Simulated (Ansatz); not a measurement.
Sn4Pd in space group Ccce (No. 68; Sn on 16i, Pd on 4b) under volume change, the program Ansatz at the r²SCAN level (PAW), shape and atoms relaxed at each volume.

```
V (Å³/atom)  E − E(relaxed) (meV/atom)  P (GPa)
-----------  -------------------------  -------
21.964                             [?]      [?]
22.688                            20.1     4.74
23.412                             [?]      [?]
24.136                             0.0     0.00
24.860                             4.1    -1.76
25.584                            15.3    -3.17
26.308                            32.2    -4.30
```

### Question
Some entries are withheld; supply them.

### Answer

- 23.412, E − E(relaxed) (meV/atom): 4.7
- 23.412, P (GPa): 2.15
- 21.964, E − E(relaxed) (meV/atom): 48.3
- 21.964, P (GPa): 7.85

### Question
What does a third-order Birch–Murnaghan fit give for V₀, B₀ and B′?

### Answer
V₀ = 24.14 Å³/atom, B₀ = 63.9 GPa, B′ = 5.6.

The first step of the workflow began from a Materials Project structure, measured or hypothetical; the Crystallography Open Database files this formula in space group No. 68, but the cells were not matched. Whether it is the stable phase at ambient conditions was not checked. Symmetry was held in the r²SCAN relaxation; its stability against distortions is not shown here. No spin polarisation was allowed. Spin–orbit coupling is left out wherever it is not named.

Potentials: the later of the program's two PAW sets.
